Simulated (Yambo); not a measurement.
A G0W0@PBEsol run in Yambo for a free-standing GeS monolayer (symmetry Pmn2_1, slab cell 15.6 Å high) (4×6×1 Γ-centred k mesh, 126 bands and a 6 Ry block in the screening, 126 bands in G with the Bruneval-Gonze terminator, plasmon pole fitted at 27.2 eV, slab-truncated Coulomb interaction, stochastic integration of W near q = 0) gives these matrix elements, in eV, at the band edges ((-0.5, 0) → (0, 0.333)):

| state | E0 | <Vxc> | <Σx> | <Σc(E0)> | Z |
|---|---|---|---|---|---|
| valence edge | 0.000 | -12.472 | -13.549 | 0.369 | 0.748 |
| conduction edge | 1.943 | -11.022 | -7.627 | -2.845 | 0.756 |

Problem. Solve the linearised quasiparticle equation for both states, give the gap, and say how exchange and correlation each act on it.

Solution. E = E0 + Z(Σx + Σc − Vxc). Valence: 0.000 + 0.748 × (-13.549 + (0.369) − (-12.472)) = -0.53 eV. Conduction: 1.943 + 0.756 × (-7.627 + (-2.845) − (-11.022)) = 2.36 eV. The gap is 2.89 eV, against 1.94 eV in PBEsol. Replacing Vxc by bare exchange alone would open it by 4.47 eV; correlation takes back 3.21 eV of that, and Z scales what is left. Nearest settings tried, and what they do to the gap: 83 bands in G: +9 meV; 51 bands in W, 51 bands in G: +45 meV; 3 Ry block (131 vectors against 379): -128 meV. Not varied: mesh, cell height. So the settings aren't converged at that level. Among the k points computed, the smallest G0W0 gap is 2.81 eV, (-0.5, 0) → Γ. The mesh misses a band edge: along a dense path the PBEsol gap is 1.31 eV against 1.94 eV on the mesh. Spin-orbit splittings are left out.

The standard potential for Ge keeps a d shell in the valence without the s and p states of that shell. In tests on such compounds this moved G0W0 gaps by up to about 0.9 eV, so absolute quasiparticle energies here are unreliable; differences between settings are what counts.

Geometry relaxed with PBEsol; primitive cell a = 4.025 Å, b = 3.735 Å, c = 15.600 Å, α = 90.00°, β = 90.00°, γ = 90.00°.

This is a model layer cut from the bulk structure; whether it is stable on its own was not checked.
